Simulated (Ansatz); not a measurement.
This SrWN₂ structure is the end of a relaxation. The cell was found from a structure generator's guess, not taken from experiment.

Theory: DFT PBE, scalar-relativistic, plane waves, PAW (Ansatz 0.2.0). Cutoff 420 eV, Γ-centred mesh, Gaussian smearing, no spin polarisation.

```
Sr W N
1.0
     1.62218    0.93656    6.74759
    -1.62218    0.93656    6.74759
     0.00000   -1.87313    6.74759
Sr W N
1 1 2
Direct
  0.00000 0.00000 0.00000
  0.50000 0.50000 0.50000
  0.88088 0.88088 0.88088
  0.11912 0.11912 0.11912
```

The zero of energy is the elements' standard structures at the same level (N₂ as a molecule); no fitted shifts are applied.

Question: What space group does it have?

Answer: R-3m (No. 166), the delafossite type. Conventional cell: a = 3.244 Å, c = 20.243 Å. Sr is surrounded by 2 N at 2.41 Å, 6 Sr at 3.24 Å and 6 W at 3.86 Å; around W lie 6 N at 2.11 Å, 6 W at 3.24 Å, 6 Sr at 3.86 Å and 6 N at 3.87 Å; around N lie 3 W at 2.11 Å, 1 Sr at 2.41 Å and 3 N at 2.69 Å.

Question: How far does it lie from the elements in energy?

Answer: +0.08 eV/atom. It can't be a ground state, since the elements alone are lower.

Question: Is it a metal?

Answer: Yes, bands cross the Fermi level on the 18×18×18 mesh.

Question: From what recipe could a structure generator have reached it?

Answer: One such recipe: close-packed anion layers stacked AA, next cell at B, with sites between them filled layer by layer (R-3m, No. 166). Other recipes can lead to the same cell.

The last run used an 18×18×18 mesh for its 4-atom cell and Gaussian smearing of 0.10 eV. Spin–orbit coupling, which can matter for W, is left out. A structure relaxed within its symmetry needn't be a true minimum.
